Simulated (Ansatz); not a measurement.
Given:

NiGe:
```cif
data_Ge4Ni4
_chemical_formula_sum 'Ni4 Ge4'
_space_group_name_H-M_alt 'P 1'
_space_group_IT_number 1
_cell_length_a 5.27472
_cell_length_b 3.46830
_cell_length_c 5.81462
_cell_angle_alpha 90.000
_cell_angle_beta 90.000
_cell_angle_gamma 90.000
loop_
_space_group_symop_operation_xyz
  'x, y, z'
loop_
_atom_site_label
_atom_site_type_symbol
_atom_site_fract_x
_atom_site_fract_y
_atom_site_fract_z
_atom_site_occupancy
Ni1 Ni 0.50511 0.25000 0.69372 1
Ni2 Ni 0.00511 0.25000 0.80628 1
Ni3 Ni 0.49489 0.75000 0.30628 1
Ni4 Ni 0.99489 0.75000 0.19372 1
Ge1 Ge 0.69103 0.25000 0.08671 1
Ge2 Ge 0.19103 0.25000 0.41329 1
Ge3 Ge 0.30897 0.75000 0.91329 1
Ge4 Ge 0.80897 0.75000 0.58671 1
```

This is the r²SCAN-relaxed structure.

Problem. All from r²SCAN in the plane-wave PAW code Ansatz, unless another level is named. Give the electronic character.

Solution. metallic (no gap).

Problem. And the density of states at the Fermi level?

Solution. 0.31 states/eV per atom (mean over ±0.08 eV).

Problem. Next, the formation energy from the elements (no fitted shifts)?

Solution. -0.27 eV/atom.

Problem. What about the gap with spin–orbit coupling?

Solution. none (metallic).

Space group Pnma. Symmetry was held in the r²SCAN relaxation. The workflow began spin-polarised and lost its moments. The references are the lowest solids computed at this level, not always the standard phases. Spin–orbit coupling is left out wherever it is not named.

Potentials: the later of the program's two PAW sets.
